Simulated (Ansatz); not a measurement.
MgCd₃ (space group P6_3/mmc)

```
MgCd3
1.0
    6.26456     0.00000     0.00000
   -3.13228     5.42527     0.00000
    0.00000     0.00000     4.94385
Mg Cd
2 6
Direct
  0.66667   0.33333   0.75000
  0.33333   0.66667   0.25000
  0.66582   0.83291   0.75000
  0.33418   0.16709   0.25000
  0.83291   0.66582   0.25000
  0.16709   0.33418   0.75000
  0.16709   0.83291   0.75000
  0.83291   0.16709   0.25000
```

The volume is varied about the relaxed value V₀ at fixed cell shape. The atoms relax within the cell's symmetry.

Level of theory: r2SCAN (plane waves to 500 eV, PAW, scalar-relativistic; Ansatz, a quantum-chemistry and plane-wave program). k mesh 9×9×10 (Γ-centred), Fermi-Dirac smearing 0.05 eV. Stress and pressure are positive under compression. MgCd3 was relaxed with its symmetry unable to fall.

At one point of the scan the stress tensor (GPa) is:

```
    9.4      0.0      0.0
    0.0      9.4      0.0
    0.0      0.0     10.1
```

Question: Which point is it?
(A) V/V₀ = 0.960
(B) V/V₀ = 0.920
(C) V/V₀ = 0.880
(D) V/V₀ = 0.840

Answer: C, V/V₀ = 0.880

(A scan under strain: stresses follow from slopes of the energy per volume, elastic moduli from its curvatures.)
